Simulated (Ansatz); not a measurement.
Relaxation of a generated trial cell of CeO2 in the pyrite structure type; 12 atoms in the cell, which starts as Pa-3 (No. 205), cP12; a = 5.6907 Å, b = 5.6907 Å, c = 5.6907 Å, α = 90.00°, β = 90.00°, γ = 90.00°. Method: r2SCAN (plane waves to 500 eV, PAW, scalar-relativistic; Ansatz, a first-principles code). Γ-centred k-mesh 4×4×4 on the run's cell (coarser than for final values), Fermi–Dirac smearing 0.05 eV. This is the first round of the run. Spin-polarised start, with parallel moments on Ce.

The optimiser's lines from the output (shortened; P is positive under compression):

```
relax step   1: F+E_penalty+E_count = -30924.93808989 eV  Δ(F+E_penalty+E_count) = +0.000e0 eV  max|allowed force component| = 1.537e0 eV/Å  Δτ_max = 0.0000 Å  P = -12.336 GPa  Ω = 184.287 Å³  (15 SCF iters, dr2 threshold 1.00e-7 eV, accepted)
relax step   2: F+E_penalty+E_count = -30928.30746655 eV  Δ(F+E_penalty+E_count) = -3.369e0 eV  max|allowed force component| = 6.023e-1 eV/Å  Δτ_max = 0.1950 Å  P = +2.854 GPa  Ω = 167.297 Å³  (14 SCF iters, dr2 threshold 1.20e-6 eV, accepted)
relax step   3: F+E_penalty+E_count = -30929.16881249 eV  Δ(F+E_penalty+E_count) = -8.613e-1 eV  max|allowed force component| = 3.189e-1 eV/Å  Δτ_max = 0.1426 Å  P = -1.880 GPa  Ω = 173.384 Å³  (11 SCF iters, dr2 threshold 1.20e-6 eV, accepted)
relax step   4: F+E_penalty+E_count = -30929.67359163 eV  Δ(F+E_penalty+E_count) = -5.048e-1 eV  max|allowed force component| = 1.862e-1 eV/Å  Δτ_max = 0.1534 Å  P = -0.151 GPa  Ω = 172.343 Å³  (11 SCF iters, dr2 threshold 1.20e-6 eV, accepted)
relax step   5: F+E_penalty+E_count = -30930.09915406 eV  Δ(F+E_penalty+E_count) = -4.256e-1 eV  max|allowed force component| = 1.678e-1 eV/Å  Δτ_max = 0.1853 Å  P = -0.513 GPa  Ω = 171.657 Å³  (11 SCF iters, dr2 threshold 1.20e-6 eV, accepted)
relax step   6: F+E_penalty+E_count = -30930.60064437 eV  Δ(F+E_penalty+E_count) = -5.015e-1 eV  max|allowed force component| = 2.036e-1 eV/Å  Δτ_max = 0.1949 Å  P = -2.052 GPa  Ω = 169.975 Å³  (11 SCF iters, dr2 threshold 1.20e-6 eV, accepted)
relax step   7: F+E_penalty+E_count = -30931.21830914 eV  Δ(F+E_penalty+E_count) = -6.177e-1 eV  max|allowed force component| = 2.122e-1 eV/Å  Δτ_max = 0.1947 Å  P = -2.891 GPa  Ω = 166.611 Å³  (11 SCF iters, dr2 threshold 1.20e-6 eV, accepted)
relax step   8: F+E_penalty+E_count = -30931.72018599 eV  Δ(F+E_penalty+E_count) = -5.019e-1 eV  max|allowed force component| = 9.308e-2 eV/Å  Δτ_max = 0.1945 Å  P = -1.549 GPa  Ω = 162.409 Å³  (11 SCF iters, dr2 threshold 1.20e-6 eV, accepted)
relax step   9: F+E_penalty+E_count = -30931.67339411 eV  Δ(F+E_penalty+E_count) = +4.679e-2 eV  max|allowed force component| = 1.526e-1 eV/Å  Δτ_max = 0.1517 Å  P = +3.762 GPa  Ω = 158.165 Å³  (12 SCF iters, dr2 threshold 1.20e-6 eV, rejected (line search))
relax step  10: F+E_penalty+E_count = -30931.77562824 eV  Δ(F+E_penalty+E_count) = -5.544e-2 eV  max|allowed force component| = 1.108e-2 eV/Å  Δτ_max = 0.0639 Å  P = +0.051 GPa  Ω = 160.748 Å³  (17 SCF iters, accepted)
relax step  11: F+E_penalty+E_count = -30931.77614121 eV  Δ(F+E_penalty+E_count) = -5.130e-4 eV  max|allowed force component| = 4.650e-4 eV/Å  Δτ_max = 0.0070 Å  P = -0.001 GPa  Ω = 160.789 Å³  (8 SCF iters, dr2 threshold 7.67e-9 eV, accepted)
relax step  12: F+E_penalty+E_count = -30931.75980999 eV  Δ(F+E_penalty+E_count) = +1.633e-2 eV  max|allowed force component| = 4.571e-4 eV/Å  Δτ_max = 0.0000 Å  P = +0.018 GPa  Ω = 160.789 Å³  stress off target by 1.77e-2 GPa  SCF on the basis re-selected at this cell (its energy is not comparable with the rows above)  (12 SCF iters)
```

From the first to the last row the energy changes by -0.57 eV/atom and the volume by -12.8 %. The last row is marked as not comparable with the walk above it, whose basis was carried along; it does compare with step 1, since both stand on a basis selected at the nominal cutoff for their own cell.

Step 9 was rejected by the optimiser.

Later rounds, restarted from the end of this one on a renewed k-mesh, logged 2 more steps and released under 0.01 eV/atom more. The final structure after all rounds: Fm-3m (No. 225), cF12, fluorite type; a = b = c = 5.4377 Å, α = β = γ = 90.00°. Between re-selections the logged energies stand on a plane-wave basis carried along with the cell. No spin polarisation in the result: the starting moments vanished. No Hubbard U is applied. The f-shell occupation is the one the SCF fell into and was not checked against other states.

The run could not lose the symmetry of its start; a randomly shaken copy of 6 atoms returns to this structure.
